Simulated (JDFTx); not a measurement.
| Quantity | Result |
|---|---|
| surface | ZnO(1 0 -1 0), O/Zn outermost, slab composition Zn6O6 |
| bulk | ZnO, P6_3mc, lattice of mp-2133 (not re-optimised) |
| slab | 12 atoms in 6 planes, 1x1, 6.5 Å between the outermost planes |
| in-plane cell | 3.237 × 5.222 Å, 16.91 Å² |
| cell height | 22.5 Å |
| sampling | 6×4×1 k mesh, Fermi smearing 0.003 Ha, no spin polarisation |

Whether this polymorph is the ambient one wasn't checked.

Level of theory: PBE, GBRV ultrasoft potentials, plane waves to 20/100 Ha; code: JDFTx (a modified build). Vacuum. The outer atoms relax from bulk positions, keeping the cell's symmetry; the lattice is not PBE's own optimum in this code, and that strain can shift the moves by a few hundredths of an ångström. Input:

```
lattice \
  6.1177045861 0.0000000000 0.0000000000 \
  0.0000000000 9.8682632064 0.0000000000 \
  0.0000000000 0.0000000000 42.5188378041
coords-type Lattice
ion O 0.5000000000 0.6202800000 -0.1453732630 1
ion O 0.0000000000 0.1202800000 -0.1038380450 1
ion O 0.0000000000 0.6202800000 -0.0207676090 0
ion O 0.5000000000 0.1202800000 0.0207676090 0
ion O 0.5000000000 0.6202800000 0.1038380450 1
ion O 0.0000000000 0.1202800000 0.1453732630 1
ion Zn 0.5000000000 0.9994100000 -0.1453732630 1
ion Zn 0.0000000000 0.4994100000 -0.1038380450 1
ion Zn 0.0000000000 0.9994100000 -0.0207676090 0
ion Zn 0.5000000000 0.4994100000 0.0207676090 0
ion Zn 0.5000000000 0.9994100000 0.1038380450 1
ion Zn 0.0000000000 0.4994100000 0.1453732630 1
ion-species pseudo/o_pbe_v1.2.upf
ion-species pseudo/zn_pbe_v1.upf
elec-cutoff 20 100
elec-ex-corr gga-PBE
coulomb-interaction Slab 001
coulomb-truncation-embed 0 0 0
kpoint-folding 6 4 1
elec-smearing Fermi 0.003
lcao-params 10
elec-n-bands 89
converge-empty-states yes
electronic-scf nIterations 100 energyDiffThreshold 1e-07
ionic-minimize nIterations 10 energyDiffThreshold 1e-5 knormThreshold 4e-4
dump-name vac.$VAR
dump End State Ecomponents EigStats BandEigs Forces ElecDensity IonicPositions Fillings Kpoints Dtot
```

Task: How far do the free atoms of the upper face move along the normal, and how much energy is released?

Result: O (atom 6) 0.09 Å, Zn (atom 12) -0.20 Å, Zn (atom 11) 0.14 Å, O (atom 5) 0.06 Å (positive: outward). The free energy falls by 0.579 eV per cell, 274 mJ/m².
